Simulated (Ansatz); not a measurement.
Name crystals whose computed values (plane-wave PAW r²SCAN (Ansatz code)) fall in these windows: Θ_D (K) 370 to 500; B₀ by P(V) fit (GPa) 34 to 47.



| crystal | Θ_D (K) | B₀ by P(V) fit (GPa) |
|---|---|---|
| Mg, hcp (Mg type) | 420 | 39.6 |
Others may fit too.

The cell was relaxed under the symmetry of its start.

Potentials: the earlier of the program's two PAW sets.
